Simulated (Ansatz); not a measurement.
According to DFT-PBEsol in the program Ansatz with PAW potentials, SnGe in the orthorhombic phase (Pmma; Ge on 2e, Sn on 2f) relaxes to a = 4.300 Å, b = 4.329 Å, c = 6.157 Å. Ge has 4 nearest neighbours from 2.53 Å (tetrahedral); Sn has 4 nearest neighbours from 2.65 Å (tetrahedral). Its formation energy from the elements is 0.076 eV/atom, with no fitted shifts.

Electronic character: metallic (no gap). Gap from PBEsol with spin–orbit coupling: none (metallic).

An equation-of-state fit gives a bulk modulus of 510 kbar.

The start of the workflow was typed in or built on a structure type; neither database checked (COD, Materials Project) lists it. Its standing as an ambient phase is unchecked. The cell was relaxed with PBEsol under the symmetry of its start; whether a distortion lowers the energy is not shown. The references are the lowest solids computed at this level, not always the standard phases. Scalar-relativistic: spin–orbit coupling is off unless named, which matters more the heavier the elements.

Potentials: the later of the program's two PAW sets.
